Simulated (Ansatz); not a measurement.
In2SeS in space group P3m1 (No. 156; In on 1a, In on 1b, Se on 1b, S on 1a), r²SCAN (plane waves, PAW; program Ansatz). The conduction-band minimum lies at A, with 1 equivalent valley. Second derivatives d²E/dk² of the lowest band at one valley (eV·Å²), along Cartesian directions:

```
direction  d²E/dk²
---------  -------
[100]        38.64
[010]        38.64
[001]        23.73
[110]        38.64
[101]        31.22
[011]        31.21
```

Question: Find the principal effective masses, the density-of-states mass and the conductivity mass.

Answer: Off-diagonal terms follow from H_xy = H[110] − (H_xx + H_yy)/2, and m*/mₑ = 7.620 eV·Å² over each eigenvalue: 0.20, 0.20, 0.32. One valley's DOS mass (m₁m₂m₃)^(1/3) = 0.23, conductivity mass 3/(Σ 1/mᵢ) = 0.23 mₑ.

Question: What effective density of states Nc follows at 300 K for parabolic valleys?

Answer: Nc = 2.509e19 × 1 × (0.23)^(3/2) ≈ 2.8e18 cm⁻³.

The start of the workflow was typed in or built on a structure type; neither database checked (COD, Materials Project) lists it. Whether it is the stable phase at ambient conditions was not checked. Symmetry was held in the r²SCAN relaxation; whether a distortion lowers the energy is not shown. Scalar-relativistic: spin–orbit coupling is off unless named, which matters more the heavier the elements.

Potentials: the earlier of the program's two PAW sets. The files were generated under PBE; for other functionals the program regenerates the frozen cores, and for LDA and PBEsol the local potential too.

Edges and masses are those of Kohn–Sham bands, whose gap is no quasiparticle gap.
